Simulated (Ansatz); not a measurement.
SnBi:
```cif
data_Bi2Sn2
_chemical_formula_sum 'Sn2 Bi2'
_space_group_name_H-M_alt 'I-4m2'
_space_group_IT_number 119
_space_group_name_Hall 'I -4 -2'
_cell_length_a 6.07706
_cell_length_b 6.07706
_cell_length_c 3.24447
_cell_angle_alpha 90.000
_cell_angle_beta 90.000
_cell_angle_gamma 90.000
loop_
_atom_site_label
_atom_site_type_symbol
_atom_site_symmetry_multiplicity
_atom_site_Wyckoff_symbol
_atom_site_fract_x
_atom_site_fract_y
_atom_site_fract_z
_atom_site_occupancy
Sn1 Sn 2 a 0.00000 0.00000 0.00000 1
Bi1 Bi 2 d 0.50000 0.00000 0.25000 1
```
(The calculation used a cell of 2 atoms; values per cell refer to that cell.)

Relaxed with PBEsol.

Q: Which orbitals make up the states near the Fermi level in the program Ansatz at the PBEsol level (PAW)?

A: Within 0.5 eV of the Fermi level: Bi 6p 45 %, Sn 5p 39 %, Sn 5s 10 %. Projections are on Löwdin-orthogonalised atomic valence shells; empty p or d shells of many metals are not among them.

Q: Tabulate the density of states.

A: States/eV per cell of 2 atoms, in 0.25 eV bins, energy from the Fermi level.

| E (eV) | total | Bi 6p | Sn 5p | Sn 5s |
|---|---|---|---|---|
| -7.85 | 0.76 | 0.16 | 0.05 | 0.51 |
| -7.60 | 0.72 | 0.14 | 0.06 | 0.48 |
| -7.35 | 0.65 | 0.12 | 0.06 | 0.41 |
| -7.10 | 0.62 | 0.11 | 0.07 | 0.39 |
| -6.85 | 0.61 | 0.10 | 0.07 | 0.38 |
| -6.60 | 0.62 | 0.10 | 0.06 | 0.39 |
| -6.35 | 0.69 | 0.12 | 0.06 | 0.45 |
| -6.10 | 1.04 | 0.23 | 0.07 | 0.67 |
| -5.85 | 0.61 | 0.14 | 0.04 | 0.36 |
| -5.60 | 0.32 | 0.07 | 0.02 | 0.18 |
| -5.35 | 0.16 | 0.03 | 0.01 | 0.09 |
| -5.10 | 0.06 | 0.01 | 0.01 | 0.03 |
| -4.85 | 0.13 | 0.07 | 0.06 | 0.00 |
| -4.60 | 0.21 | 0.11 | 0.10 | 0.00 |
| -4.35 | 0.35 | 0.19 | 0.15 | 0.01 |
| -4.10 | 0.82 | 0.46 | 0.31 | 0.04 |
| -3.85 | 1.02 | 0.55 | 0.38 | 0.07 |
| -3.60 | 1.06 | 0.56 | 0.39 | 0.08 |
| -3.35 | 0.96 | 0.50 | 0.36 | 0.06 |
| -3.10 | 0.97 | 0.50 | 0.37 | 0.06 |
| -2.85 | 1.04 | 0.54 | 0.40 | 0.06 |
| -2.60 | 1.18 | 0.61 | 0.47 | 0.06 |
| -2.35 | 1.30 | 0.67 | 0.52 | 0.06 |
| -2.10 | 1.49 | 0.77 | 0.60 | 0.06 |
| -1.85 | 1.48 | 0.79 | 0.57 | 0.06 |
| -1.60 | 1.35 | 0.72 | 0.51 | 0.07 |
| -1.35 | 1.27 | 0.66 | 0.48 | 0.07 |
| -1.10 | 1.16 | 0.58 | 0.44 | 0.08 |
| -0.85 | 1.10 | 0.52 | 0.42 | 0.09 |
| -0.60 | 1.07 | 0.49 | 0.42 | 0.10 |
| -0.35 | 1.10 | 0.50 | 0.42 | 0.11 |
| -0.10 | 1.13 | 0.52 | 0.42 | 0.12 |
| 0.15 | 0.92 | 0.43 | 0.34 | 0.09 |
| 0.40 | 0.99 | 0.42 | 0.41 | 0.08 |
| 0.65 | 1.07 | 0.42 | 0.48 | 0.08 |
| 0.90 | 0.97 | 0.37 | 0.45 | 0.07 |
| 1.15 | 1.02 | 0.38 | 0.49 | 0.08 |
| 1.40 | 1.13 | 0.43 | 0.54 | 0.08 |
| 1.65 | 1.08 | 0.44 | 0.50 | 0.07 |
| 1.90 | 0.83 | 0.33 | 0.38 | 0.05 |
| 2.15 | 0.96 | 0.36 | 0.44 | 0.05 |
| 2.40 | 1.20 | 0.42 | 0.56 | 0.05 |
| 2.65 | 1.42 | 0.50 | 0.66 | 0.05 |
| 2.90 | 1.62 | 0.55 | 0.74 | 0.05 |
| 3.15 | 1.99 | 0.68 | 0.92 | 0.05 |
| 3.40 | 1.73 | 0.63 | 0.76 | 0.04 |
| 3.65 | 1.59 | 0.58 | 0.65 | 0.04 |
| 3.90 | 1.39 | 0.53 | 0.58 | 0.03 |
| 4.15 | 1.34 | 0.51 | 0.54 | 0.03 |
| 4.40 | 1.30 | 0.51 | 0.50 | 0.02 |
| 4.65 | 1.20 | 0.43 | 0.49 | 0.02 |

The workflow started from a Materials Project entry (that database holds measured and hypothetical structures alike); the Crystallography Open Database copy checked does not list it. With Sn and Bi taken as one species the cell has the higher symmetry I4_1/amd, so it may be an ordered model of a mixed-site phase. Its standing as an ambient phase is unchecked. Symmetry was held in the PBEsol relaxation; its stability against distortions is not shown here. Spin–orbit coupling is left out wherever it is not named.

Potentials: the later of the program's two PAW sets.
